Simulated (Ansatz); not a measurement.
Polymorphs of Li, each relaxed with PBEsol in the plane-wave PAW code Ansatz:

A: bcc (W type) (Im-3m)
a = 3.434 Å, b = 3.434 Å, c = 3.434 Å, α = 90.00°, β = 90.00°, γ = 90.00°

| atom | site | symmetry | x | y | z |
|---|---|---|---|---|---|
| Li | 2a | m-3m | 0.0000 | 0.0000 | 0.0000 |

B: Pmma
a = 5.516 Å, b = 7.684 Å, c = 2.880 Å, α = β = γ = 90.00°

| atom | site | symmetry | x | y | z |
|---|---|---|---|---|---|
| Li | 2c | .2/m. | 0.0000 | 0.0000 | 0.5000 |
| Li | 4k | m.. | 0.7500 | 0.3211 | 0.1782 |

**Question.** Rank these by energy per atom at 0 K (lowest first), as PBEsol gives it.

**Answer.** A (+0 meV/atom), B (+42 meV/atom)

Not the usual ambient phase: B. All cells were relaxed under the symmetry of their starts (and spin orders); stability against distortions was not tested throughout.

Energies hold the estimated change up to a 700 eV cutoff; steps of a few meV lie near the error of the meshes.

Potentials: the earlier of the program's two PAW sets. The files were generated under PBE; for other functionals the program regenerates the frozen cores, and for LDA and PBEsol the local potential too.
